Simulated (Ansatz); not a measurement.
Total density of states per atom from r²SCAN+D4 (plane waves, PAW; program Ansatz), in 0.25 eV bins, energy from the Fermi level:

```
E (eV) | states/eV/atom
    -7.85 | # 0.02
    -7.60 |  0.00
    -7.35 |  0.00
    -7.10 |  0.00
    -6.85 |  0.00
    -6.60 |  0.00
    -6.35 |  0.00
    -6.10 |  0.00
    -5.85 |  0.00
    -5.60 |  0.00
    -5.35 |  0.00
    -5.10 |  0.00
    -4.85 | ## 0.08
    -4.60 | ######### 0.29
    -4.35 | ############## 0.43
    -4.10 | ############## 0.44
    -3.85 | ################ 0.50
    -3.60 | ################## 0.57
    -3.35 | ###################### 0.69
    -3.10 | ########################## 0.81
    -2.85 | ########################### 0.87
    -2.60 | ########################### 0.87
    -2.35 | ########################### 0.87
    -2.10 | ############################ 0.87
    -1.85 | ############################# 0.93
    -1.60 | ############################ 0.87
    -1.35 | ########################## 0.82
    -1.10 | ######################## 0.75
    -0.85 | ################## 0.57
    -0.60 | ############# 0.41
    -0.35 | ######### 0.27
    -0.10 | ### 0.10
     0.15 | # 0.04
     0.40 | ####### 0.21
     0.65 | ################# 0.53
     0.90 | ########################### 0.87
     1.15 | ##################### 0.67
     1.40 | #################### 0.64
     1.65 | #################### 0.62
     1.90 | ################### 0.61
     2.15 | #################### 0.62
     2.40 | ##################### 0.66
     2.65 | ############################## 0.95
     2.90 | ######################## 0.74
     3.15 | ################## 0.57
     3.40 | ################### 0.59
     3.65 | ##################### 0.65
     3.90 | ###################### 0.70
     4.15 | ################ 0.52
     4.40 | ############# 0.42
     4.65 | ############ 0.38
```

**Question.** Which of these materials gives this?
A. Cu, fcc (Cu type)
B. Rh, fcc (Cu type)
C. Ti, hcp (Mg type)
D. Bi, A7 (α-As type)

**Answer.** D, Bi, A7 (α-As type). Within 0.5 eV of the Fermi level: Bi 6p 87 %, Bi 6s 11 %. Projections are on Löwdin-orthogonalised atomic valence shells; empty p or d shells of many metals are not among them.

Space group R-3m (A7 (α-As type)). The cell was relaxed with r²SCAN+D4 under the symmetry of its start. The pairwise dispersion correction was not fitted to metals. Scalar-relativistic: spin–orbit coupling is off unless named, which matters more the heavier the elements.

Potentials: the later of the program's two PAW sets.
